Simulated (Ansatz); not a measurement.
According to DFT-PBEsol in the program Ansatz with PAW potentials, AlP in the hexagonal phase (P6_422; Al on 3c, P on 3d) relaxes to a = 3.821 Å, c = 8.633 Å. Its formation energy from the elements is -0.40 eV/atom, with no fitted shifts.

The Kohn–Sham gap is 0.84 eV (indirect). The valence maximum lies at Γ and the conduction minimum at M (3 equivalent valleys). The screened hybrid HSE06 puts the gap at 1.57 eV. Electrons at the band edge weigh 0.14, 0.40, 1.5 mₑ (principal values). The hole mass is 0.15, 7.9, 7.9 mₑ (principal values).

An equation-of-state fit gives a bulk modulus of 95.8 GPa. The elastic constants imply a Debye temperature near 552 K. Perturbation theory gives ε∞ = 12.6 (xx = yy), 14.0 (zz). Letting the ions move raises it to ε0 = 21.7 (xx = yy), 18.0 (zz). Born charges are Al +2.70, P -2.70 e. Without the LO–TO term the highest mode at Γ lies at 468 cm⁻¹.

The start of the workflow was typed in or built on a structure type; neither database checked (COD, Materials Project) lists it. It is not the phase usual at ambient conditions (space group No. 216). Symmetry was held in the PBEsol relaxation; of distortions, only those at the zone centre were tested. Point labels and valley counts follow the cell and symmetry of the run, lower than the named group. The references are the lowest solids computed at this level, not always the standard phases.

Potentials: the later of the program's two PAW sets.
